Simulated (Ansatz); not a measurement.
KTlO2:
```
KTlO2
1.0
    1.72453     0.99566     6.10035
   -1.72453     0.99566     6.10035
    0.00000    -1.99131     6.10035
K Tl O
1 1 2
Direct
  0.50000   0.50000   0.50000
  0.00000   0.00000   0.00000
  0.73196   0.73196   0.73196
  0.26804   0.26804   0.26804
```

Relaxed with r²SCAN.

**Question.** Give the Bader charges and basin volumes of the independent atoms, DFT-r²SCAN in the program Ansatz with PAW potentials.

**Answer.** 

| atom | Bader charge (e) | Bader volume (Å³) |
|---|---|---|
| K1 | +0.82 | 17.9 |
| Tl2 | +1.50 | 16.4 |
| O3 | -1.16 | 14.3 |

Space group R-3m. The workflow started from a Materials Project entry (that database holds measured and hypothetical structures alike); the Crystallography Open Database copy checked does not list it. Its standing as an ambient phase is unchecked. Symmetry was held in the r²SCAN relaxation; whether a distortion lowers the energy is not shown. Scalar-relativistic: spin–orbit coupling is off unless named, which matters more the heavier the elements.

Potentials: the later of the program's two PAW sets.
